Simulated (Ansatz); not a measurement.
Nb₃Sn (A15, Cr3Si type)

```
CELL_PARAMETERS angstrom
      5.31932     0.00000     0.00000
      0.00000     5.31932     0.00000
      0.00000     0.00000     5.31932
ATOMIC_POSITIONS crystal
  Nb 0.25000 0.00000 0.50000
  Nb 0.75000 0.00000 0.50000
  Nb 0.00000 0.50000 0.25000
  Nb 0.00000 0.50000 0.75000
  Nb 0.50000 0.25000 0.00000
  Nb 0.50000 0.75000 0.00000
  Sn 0.00000 0.00000 0.00000
  Sn 0.50000 0.50000 0.50000
```

The volume is varied about the relaxed value V₀ at fixed cell shape. Symmetry pins the atoms to their sites.

Computed with PBE (plane waves to 420 eV, PAW, scalar-relativistic; Ansatz, a first-principles code). k mesh 9×9×9 (Γ-centred), Fermi-Dirac smearing 0.05 eV. E stands for the smeared free energy. Stress and pressure are positive under compression. Nb3Sn is run without spin polarisation. Nb3Sn was relaxed with its symmetry unable to fall. ΔE is measured from the relaxed starting cell.

```
a (Å)   ΔE (meV/atom)  P (GPa)
------  -------------  -------
5.0190            327     40.5
5.0715            216     31.2
5.1230            131     23.1
5.1735             70     16.0
5.2230             30      9.9
5.2716              7      4.6
5.3193              0      0.0
5.3662              6     -4.0
5.4122             25     -7.5
5.4575             53    -10.6
5.5021             91    -13.2
5.5459            136    -15.5
5.5891            187    -17.5
```

Key numbers:

The pressure at the smallest volume comes out as 40.5 GPa. The energy cost of the largest compression is 327 meV/atom and the energy cost of the largest expansion is 187 meV/atom. The bulk modulus B₀ (third-order Birch-Murnaghan fit) is 161 GPa and the pressure derivative B₀′ (fit) is 4.2. The equilibrium volume of the fit comes out as 18.81 Å³/atom and the pressure for 5 % compression (fit) is 9.2 GPa.

(A scan under strain: stresses follow from slopes of the energy per volume, elastic moduli from its curvatures.)
